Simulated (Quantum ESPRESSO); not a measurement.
Kohn-Sham bands of ZrO₂ (fluorite)

```
CELL_PARAMETERS angstrom
      0.00000     2.54508     2.54508
      2.54508     0.00000     2.54508
      2.54508     2.54508     0.00000
ATOMIC_POSITIONS crystal
  Zr 0.00000 0.00000 0.00000
  O  0.25000 0.25000 0.25000
  O  0.75000 0.75000 0.75000
```

Materials Project entry mp-1565; symmetrised, unrelaxed at this level. COD (Crystallography Open Database) records the formula in this space group. Ideal cubic forms of this type are often high-temperature phases that distort on cooling; symmetry holds the cell here, and its stability was not tested. Method: PBEsol plane waves in Quantum ESPRESSO 7.5 (PseudoDojo norm-conserving files, 68 Ry, spinors with spin-orbit coupling), Bloch states on a 8×8×8 mesh through Γ, Wannier90 4.0.1. Density: 10×10×10 mesh, cold smearing 0.01 Ry.

Problem. List the Kohn-Sham levels between −8 and 6.3 eV relative to the valence-band maximum at the high-symmetry points, as a band run of pw.x on that density gives them (levels within 2 meV counted together).

Solution. 
```json
[
 {"point": "Γ", "k (reciprocal lattice)": "0.000 0.000 0.000", "levels (eV)": "-5.28 (×2), -5.27 (×4), -0.59 (×2), -0.51 (×4), 3.30 (×4)"},
 {"point": "X", "k (reciprocal lattice)": "0.500 0.000 0.500", "levels (eV)": "-6.00 (×2), -3.22 (×2), -3.12 (×2), -1.54 (×2), -1.51 (×2), 0.00 (×2), 3.71 (×2), 4.71 (×2), 5.85 (×2)"},
 {"point": "U", "k (reciprocal lattice)": "0.625 0.250 0.625", "levels (eV)": "-5.38 (×2), -3.65 (×2), -3.10 (×2), -2.23 (×2), -1.22 (×2), -0.33 (×2), 3.96 (×2), 4.71 (×2), 6.17 (×2)"},
 {"point": "K", "k (reciprocal lattice)": "0.375 0.375 0.750", "levels (eV)": "-5.38 (×2), -3.65 (×2), -3.10 (×2), -2.23 (×2), -1.22 (×2), -0.33 (×2), 3.96 (×2), 4.71 (×2), 6.17 (×2)"},
 {"point": "L", "k (reciprocal lattice)": "0.500 0.500 0.500", "levels (eV)": "-4.26 (×2), -4.25 (×2), -2.56 (×2), -2.51 (×2), -1.70 (×2), -1.61 (×2), 3.92 (×2), 3.98 (×2), 6.11 (×2)"},
 {"point": "W", "k (reciprocal lattice)": "0.500 0.250 0.750", "levels (eV)": "-4.81 (×2), -4.71 (×2), -2.43 (×2), -2.37 (×2), -1.39 (×2), -0.20 (×2), 4.38 (×2), 4.54 (×2), 6.27 (×2)"}
]
```
